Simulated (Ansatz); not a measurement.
# MgS: the gap from level to level

A database entry relaxed whole under r2SCAN at zero pressure (Fm-3m, No. 225):

```
Mg S
1.0
     0.00000    2.60246    2.60246
     2.60246    0.00000    2.60246
     2.60246    2.60246    0.00000
Mg S
1 1
Direct
  0.00000 0.00000 0.00000
  0.50000 0.50000 0.50000
```

Its volume is 17.63 Å³ an atom, +0.1 % against the entry's 17.61, which is old or was flagged in a check.

Single points on this cell with plane-wave PAW DFT (Ansatz 0.2.0; r2SCAN 500 eV, hybrids 420 eV; fermi-dirac occupations of width 0.020 eV; no moments): r2SCAN on a 10×10×10 Γ-centred mesh; HSE06 on a 8×8×8 Γ-centred mesh; PBE0 on a 8×8×8 Γ-centred mesh.

Task: What does each level give for gap and charges?

Result: The runs give:

```csv
level,"gap (eV), or kind",pressure (GPa),Bader charge of Mg (e),Bader charge of S (e)
r2SCAN,3.47,0.0,+1.71,-1.71
HSE06,3.80,-0.5,+1.70,-1.70
PBE0,4.52,-0.5,+1.70,-1.70
```

Under r2SCAN the gap is 3.47 eV, over mesh and band path. HSE06 moves it by +0.33 eV and PBE0 by +1.06 eV; PBE0 keeps its exact exchange at long range, which widens the gap over HSE06's by 0.72 eV on their common mesh.

Caveats: the relaxation kept the start's symmetry; HSE06 is read on its mesh and at the zone's corners, PBE0 on its mesh alone; hybrid pressures are good to a few tenths of a GPa; pressure is positive in compression.
